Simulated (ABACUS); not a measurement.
Band structure of Au (Fm-3m, 1 atom in the cell; from Materials Project mp-81).

```yaml
crystal:
  lattice:
    - [0.00000, 2.08564, 2.08564]
    - [2.08564, 0.00000, 2.08564]
    - [2.08564, 2.08564, 0.00000]
  atoms:
    - { symbol: Au, position: [0.00000, 0.00000, 0.00000] }
```

Method: PBE, numerical atomic orbitals TZDP (confined pseudo-atomic orbitals with Gaussian additions; energy shift 0.01 Ry), PseudoDojo 0.5 standard norm-conserving PBE (tails mended) pseudopotentials run with ABACUS.

Settings: basis = TZDP numerical atomic orbitals, energy shift 0.01 Ry; KPT = Gamma 18 18 18 0 0 0; basis_type = lcao; dft_functional = PBE; ecutwfc = 100 Ry; smearing_method = fd; smearing_sigma = 0.00734986 Ry; potentials = PseudoDojo 0.5 standard norm-conserving PBE (tails mended); symmetry = 1; symmetry_prec = 1e-05; ks_solver = genelpa; scf_nmax = 100; scf_thr = 1.0e-07; mixing_type = broyden.

Spin-orbit coupling is left out, which matters for bands and gaps with elements this heavy. The atom-centred basis is finite, which shifts total energies and pressures against plane waves. The structure comes from a collection of computed structures, made at another level of theory; the collection holds predicted forms beside known ones.

Points are given in units of this cell's reciprocal vectors. Levels in eV from the Fermi level, bands 6 to 11:
| point | 6 | 7 | 8 | 9 | 10 | 11 |
|---|---|---|---|---|---|---|
| Γ (0 0 0) | -4.36 | -4.36 | -4.36 | -3.00 | -3.00 | 20.47 |
| X (0.5 0 0.5) | -6.21 | -1.97 | -1.65 | -1.65 | 1.26 | 5.34 |
| W (0.5 0.25 0.75) | -4.76 | -4.76 | -3.12 | -1.65 | 4.47 | 6.18 |
| K (0.375 0.375 0.75) | -5.36 | -3.55 | -2.74 | -2.04 | 3.71 | 4.57 |
| L (0.5 0.5 0.5) | -4.38 | -4.38 | -1.93 | -1.93 | -0.61 | 2.78 |
| U (0.625 0.25 0.625) | -5.36 | -3.55 | -2.74 | -2.04 | 3.71 | 4.57 |

1 band crosses the Fermi level along this path, so the cell has no gap at this level.

Higher empty bands are left out: an atom-centred basis made for the valence describes them poorly.

The atomic orbitals were generated for these runs; they are not ABACUS's published sets and were checked against plane waves on a few crystals only.

“Tails mended”: in these copies of the files the far tail of each local potential was reset to the Coulomb form.
